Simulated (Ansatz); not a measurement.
According to LDA in the plane-wave PAW code Ansatz, TaN in the hexagonal phase (P-62m; Ta on 1a, Ta on 2d, N on 3f) relaxes to a = 5.150 Å, c = 2.874 Å. Ta on 1a has 3 nearest neighbours from 2.03 Å (trigonal planar); Ta on 2d has 6 nearest neighbours from 2.14 Å (trigonal prismatic). Against the elements it lies at -1.51 eV/atom, with no fitted shifts.

Electronic character: metallic (no gap).

The bulk modulus is 344 GPa. The highest mode at Γ lies at 719 cm^-1.

The cell was relaxed with LDA under the symmetry of its start. No spin polarisation was allowed. As this level gives no gap, phonon frequencies hold no LO–TO term and depend on the k-mesh and smearing (Fermi–Dirac, 0.1 eV here). The references are the lowest solids computed at this level, not always the standard phases (solids in place of the gases). Spin–orbit coupling is left out wherever it is not named.

Potentials: the earlier of the program's two PAW sets. The files were generated under PBE; for other functionals the program regenerates the frozen cores, and for LDA and PBEsol the local potential too.
